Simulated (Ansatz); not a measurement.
TlCl:
```yaml
crystal:
  lattice:
    - [3.69413, 0.00000, 0.00000]
    - [0.00000, 3.69413, 0.00000]
    - [0.00000, 0.00000, 3.69413]
  atoms:
    - { symbol: Tl, position: [0.00000, 0.00000, 0.00000] }
    - { symbol: Cl, position: [0.50000, 0.50000, 0.50000] }
```

This is the LDA-relaxed structure.

**Question.** All from plane-wave PAW LDA (Ansatz code), unless another level is named. Predict the hole effective mass.

**Answer.** 0.17, 0.50, 0.50 mₑ (principal values).

**Question.** Predict the valence-band maximum.

**Answer.** at X.

**Question.** Next, the weight of the conduction-edge state by species (Voronoi cells)?

**Answer.** Tl 66 %, Cl 34 %.

**Question.** Give the weight of the valence-edge state by species (Voronoi cells).

**Answer.** Cl 64 %, Tl 36 %.

Space group Pm-3m (CsCl type). The LDA relaxation kept the symmetry of its start; phonons on a q-mesh show no instability. The volume moved by -15 % from the start of the relaxation. The volume fell by over 15 % from the filed cell, which may lack light atoms or belong to other conditions. Scalar-relativistic: spin–orbit coupling is off unless named, which matters more the heavier the elements.

Potentials: the later of the program's two PAW sets.

Edges and masses are those of Kohn–Sham bands, whose gap is no quasiparticle gap.
